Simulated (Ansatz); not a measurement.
One crystal and one scan (scan of one atom of the cell) at two levels, r2SCAN (plane waves to 500 eV, PAW, scalar-relativistic; Ansatz, a quantum-chemistry and plane-wave program) and PBE (plane waves to 420 eV, PAW, scalar-relativistic; Ansatz), each from its own relaxed cell and on its own mesh. The cell shown is that of r2SCAN.

Relaxed BP (zinc blende):

```xyz
2
Lattice="0.0000 2.2683 2.2683 2.2683 0.0000 2.2683 2.2683 2.2683 0.0000" Properties=species:S:1:pos:R:3 pbc="T T T"
P      3.4024     3.4024     3.4024
B      0.0000     0.0000     0.0000
```

Scan: atom 2 (B, nearest neighbour P at 1.964 Å; its periodic images, 3.2 Å or more away, move with it) is displaced along Cartesian [111], direction (0.577, 0.577, 0.577) in Cartesian axes, by s. The other atoms stay.

The energy includes the smearing's −TS. BP was relaxed with its symmetry unable to fall. (PBE) Left out: 1 of 11 points, with atoms too close for the PAW data. (r2SCAN) Left out: 1 of 11 points, with atoms too close for the PAW data. As the smearing reaches across the gap at some points, energies and forces of such displacements shift with the k mesh and the smearing. Percentages come from the unrounded values. Both scans cover s from -0.472 to 0.590 Å.

Results of r2SCAN:

| Property | Result |
|---|---|
| Lattice constant a (Å) | 4.537 |
| Energy at s = 0.590 Å (meV/cell) | 1350 |
| Force along the line at s = -0.472 Å (eV/Å) | 18.76 |
| Force constant k = d²E/ds² at s = 0 (finite differences) (eV/Å²) | 19.80 |
| Zone-centre optical wavenumber from k (cm⁻¹) | 820 |
| Symmetry of the curve | not even: the negative side lies higher at ±0.472 Å |
| Shape of the curve | a single well with its minimum at or next to zero displacement |

Question: Estimate the PBE values.

Answer: 
```
quantity                                                            PBE     r2SCAN − PBE
----------------------------------------------------------------  -----  ---------------
Lattice constant a (Å)                                            4.548  -0.011 (-0.3 %)
Energy at s = 0.590 Å (meV/cell)                                   1260     +90 (+7.1 %)
Force along the line at s = -0.472 Å (eV/Å)                       18.06   +0.70 (+3.9 %)
Force constant k = d²E/ds² at s = 0 (finite differences) (eV/Å²)  18.90   +0.90 (+4.8 %)
Zone-centre optical wavenumber from k (cm⁻¹)                        801     +19 (+2.4 %)
```

r2SCAN gives the higher value for: energy at s = 0.590 Å; force along the line at s = -0.472 Å; force constant k = d²E/ds² at s = 0; zone-centre optical wavenumber from k. r2SCAN gives the lower value for: lattice constant a. Both give the same symmetry of the curve: not even: the negative side lies higher at ±0.472 Å.

(A displaced cell: forces are minus the slopes of the energy, force constants its curvatures, and phonons follow from these.)
